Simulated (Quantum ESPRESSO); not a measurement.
Inputs of pw.x and gipaw.x (a modified build of Quantum ESPRESSO, PBE) for CaMg₃S₄; the starting potential comes from an earlier run on another mesh:

```
&CONTROL
  calculation = 'scf'
  prefix = 'x'
  pseudo_dir = './pseudo'
  outdir = './out'
  tprnfor = .true.
/
&SYSTEM
  ibrav = 0
  nat = 8
  ntyp = 3
  ecutwfc = 40
  ecutrho = 160
  occupations = 'fixed'
  nbnd = 32
/
&ELECTRONS
  conv_thr = 1e-11
  startingpot = 'file'
/
ATOMIC_SPECIES
Ca 40.078 Ca.GGA_PBE-JTH.UPF
S 32.060 S.GGA_PBE-JTH.UPF
Mg 24.305 Mg.GGA_PBE-JTH.UPF
CELL_PARAMETERS angstrom
    5.373198660000     0.000000000000     0.000000000000
    0.000000000000     5.373198660000     0.000000000000
    0.000000000000     0.000000000000     5.373198660000
ATOMIC_POSITIONS crystal
Ca     0.000000000000     0.000000000000     0.000000000000
S      0.500000000000     0.000000000000     0.000000000000
Mg     0.000000000000     0.500000000000     0.500000000000
S      0.500000000000     0.500000000000     0.500000000000
Mg     0.500000000000     0.000000000000     0.500000000000
S      0.000000000000     0.000000000000     0.500000000000
Mg     0.500000000000     0.500000000000     0.000000000000
S      0.000000000000     0.500000000000     0.000000000000
K_POINTS automatic
5 5 5 1 1 1
```

```
&INPUTGIPAW
  job = 'nmr'
  prefix = 'x'
  tmp_dir = './out/'
  restart_mode = 'from_scratch'
  pawproj(1) = .true.
  pawproj(2) = .true.
  pawproj(3) = .true.
  use_nmr_macroscopic_shape = .false.
/
```

The cell was made here from a computed Materials Project entry: one of 4 Mg replaced by Ca, cell and atoms relaxed (PBE without dispersion, pw.x of Quantum ESPRESSO, symmetry kept). The parent is MgS in Fm-3m; whether this form has been observed was not checked. The swapped cell is a model, not a known phase. Stability against distortions was not tested.

Task: Give the final section of the GIPAW output.

Result: 
```
     Total NMR chemical shifts in ppm: ---------------------------------------
     (adopting the Simpson convention for anisotropy and asymmetry)-----------

     Atom  1  Ca  pos: (  0.000000  0.000000  0.000000)  Total sigma:         899.81
           899.8149         -0.0000          0.0000
            -0.0000        899.8149         -0.0000
             0.0000          0.0000        899.8149

     Ca      1    anisotropy:      0.00    eta:    0.0000

     Atom  2  S   pos: (  0.500000  0.000000  0.000000)  Total sigma:         514.19
           575.8618          0.0000         -0.0000
            -0.0000        483.3520          0.0000
            -0.0000         -0.0000        483.3520

     S       2    anisotropy:     92.51    eta:    0.0000

     Atom  3  Mg  pos: (  0.000000  0.500000  0.500000)  Total sigma:         567.19
           570.4827         -0.0000          0.0000
             0.0000        565.5458         -0.0000
             0.0000         -0.0000        565.5458

     Mg      3    anisotropy:      4.94    eta:    0.0000

     Atom  4  S   pos: (  0.500000  0.500000  0.500000)  Total sigma:         515.09
           515.0921          0.0000         -0.0000
            -0.0000        515.0921          0.0000
            -0.0000          0.0000        515.0921

     S       4    anisotropy:      0.00    eta:    0.0000

     Atom  5  Mg  pos: (  0.500000  0.000000  0.500000)  Total sigma:         567.19
           565.5458         -0.0000          0.0000
             0.0000        570.4827          0.0000
             0.0000         -0.0000        565.5458

     Mg      5    anisotropy:      4.94    eta:    0.0000

     Atom  6  S   pos: (  0.000000  0.000000  0.500000)  Total sigma:         514.19
           483.3520          0.0000         -0.0000
            -0.0000        483.3520          0.0000
            -0.0000          0.0000        575.8618

     S       6    anisotropy:     92.51    eta:    0.0000

     Atom  7  Mg  pos: (  0.500000  0.500000  0.000000)  Total sigma:         567.19
           565.5458         -0.0000          0.0000
             0.0000        565.5458          0.0000
             0.0000         -0.0000        570.4827

     Mg      7    anisotropy:      4.94    eta:    0.0000

     Atom  8  S   pos: (  0.000000  0.500000  0.000000)  Total sigma:         514.19
           483.3520          0.0000         -0.0000
            -0.0000        575.8618          0.0000
            -0.0000         -0.0000        483.3520

     S       8    anisotropy:     92.51    eta:    0.0000
```
The printed anisotropy is 3/2 (σ_33 − σ_iso) in the program's own order; the axes are left out here. Anisotropies that symmetry doesn't fix are less certain than the isotropic values. Shieldings are absolute and leave out the bulk-susceptibility term; a larger σ means a smaller chemical shift. By our sweeps, such settings leave a few ppm in absolute σ. No d partial waves on S, Mg: the paramagnetic term there is incompletely reconstructed. PBE places the empty d or f states of Ca too low, which is known to distort σ on and beside such ions. Static lattice: thermal averaging is not included.
